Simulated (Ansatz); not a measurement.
LaGa3Cu: pressure against volume

A database entry relaxed whole under r2SCAN (I4mm):

```
La Ga Cu
1.0
    -2.14102    2.14102    5.20542
     2.14102   -2.14102    5.20542
     2.14102    2.14102   -5.20542
La Ga Cu
1 3 1
Cartesian
  0.0000 0.0000 1.4692
  0.0000 2.1410 4.0793
  2.1410 0.0000 4.0793
  0.0000 0.0000 7.6944
  0.0000 0.0000 5.2787
```

The cell was scaled uniformly, its shape held, and the atoms relaxed at each volume with plane-wave PAW DFT (Ansatz 0.2.0; r2SCAN, 500 eV, 11×11×11 Γ-centred mesh, fermi-dirac occupations of width 0.100 eV; no spin, no spin-orbit coupling). One row is withheld.

```tsv
volume (Å³/atom)	energy over the lowest (meV/atom)	pressure (GPa)
17.944	20.1	6.10
18.326	?	?
18.707	1.9	1.80
19.089	0.0	-0.02
19.471	2.2	-1.64
19.853	8.0	-3.08
20.234	17.0	-4.38
```

Task: Fit the pressures of the other rows to the third-order Birch-Murnaghan form.

Result: With f = [(V₀/V)^(2/3) − 1]/2 and P = 3B₀f(1 + 2f)^(5/2)[1 + 3(B₀′ − 4)f/2], least squares gives V₀ = 19.09 Å³ an atom, B₀ = 85.7 GPa and B₀′ = 4.6; the rows miss the fit by less than 0.01 GPa. The slope of the energies differs from these pressures by 0.07 GPa, since they are taken to zero smearing while pressures follow the free energy.

Task: What does the withheld row hold?

Result: The fit gives 3.83 GPa at 18.326 Å³; the run gave 3.83 GPa and 8.4 meV an atom.

Caveats: the shape of the cell was held, so B₀ is an upper bound where the axes differ in stiffness; 0 K, fixed nuclei; the symmetry was kept, and this need not be the phase that is stable at 0 K; one mesh for all volumes; pressure is positive in compression.
